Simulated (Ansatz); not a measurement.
# Cost and result for the equilibrium volume of AlHg

It takes space group F-43m (No. 216, cubic). The conventional cell has a = 6.137 Å, b = 6.137 Å, c = 6.137 Å, α = 90.00°, β = 90.00°, γ = 90.00°. Around Al (site symmetry -43m) lie 4 Hg at 2.66 Å. Around Hg (site symmetry -43m) lie 4 Al at 2.66 Å.

The cell comes from a database or a generator and needn't be the stable form of this composition.

| rung | level | program and potentials | cutoff (eV) | k mesh | smearing | spin | core time | chip | equilibrium volume (Å³/atom) | notes |
| --- | --- | --- | --- | --- | --- | --- | --- | --- | --- | --- |
| GGA | PBE | Ansatz, Ansatz PAW | 420 | 6 × 6 × 6 | fermi-dirac 0.05 | off | 2.8 s | Intel Xeon 6975P-C Granite Rapids | 28.84 | - |
| LDA | LDA | Ansatz, Ansatz PAW | 420 | 8 × 8 × 8 | fermi-dirac 0.05 | off | 10 s | Arm Neoverse V1 | 26.26 | potentials made for PBE, which Ansatz adapts in part |
| GGA | revPBE | Ansatz, Ansatz PAW | 420 | 8 × 8 × 8 | fermi-dirac 0.05 | off | 11 s | Arm Neoverse V1 | 29.82 | potentials made for PBE, which Ansatz adapts in part |
| GGA | PBEsol | Ansatz, Ansatz PAW | 420 | 8 × 8 × 8 | fermi-dirac 0.05 | off | 11 s | Arm Neoverse V1 | 27.25 | potentials made for PBE, which Ansatz adapts in part |
| GGA + dispersion | BLYP+D3(BJ) | Ansatz, Ansatz PAW | 420 | 8 × 8 × 8 | fermi-dirac 0.05 | off | 12 s | Intel Xeon Platinum 8488C Sapphire Rapids | 27.53 | potentials made for PBE, which Ansatz adapts in part |
| GGA + dispersion | BLYP+D4 | Ansatz, Ansatz PAW | 420 | 8 × 8 × 8 | fermi-dirac 0.05 | off | 12 s | Intel Xeon Platinum 8488C Sapphire Rapids | (a) | potentials made for PBE, which Ansatz adapts in part |
| GGA | RPBE | Ansatz, Ansatz PAW | 420 | 8 × 8 × 8 | fermi-dirac 0.05 | off | 13 s | Arm Neoverse V1 | 30.18 | potentials made for PBE, which Ansatz adapts in part |
| GGA | BLYP | Ansatz, Ansatz PAW | 420 | 8 × 8 × 8 | fermi-dirac 0.05 | off | 16 s | Arm Neoverse V1 | 31.52 | potentials made for PBE, which Ansatz adapts in part |
| GGA | PBE | Ansatz, Ansatz PAW | 420 | 6 × 6 × 6 | fermi-dirac 0.05 | SOC, no magnetisation | 25 s | Arm Neoverse V1 | (b) | - |

Times are single runs on shared hosts and different chips, so they are rough; meshes, cutoffs and the tasks' sizes weigh on the time. Task: relaxation of cell and atoms. Smearing widths are in eV. For a metal such meshes aren't converged. Meshes differ between rows, which moves values too. Meshes are those of the run's cell of 2 atoms unless a note names another. Relaxations start from the cell shown or near it and stop with a little pressure left. Runs on faulty files, with rough fits or with known faults for this quantity aren't shown.

Question: Estimate the values left out from the other rows.

Answer: (a) 28.15 Å³/atom; (b) 28.21 Å³/atom.
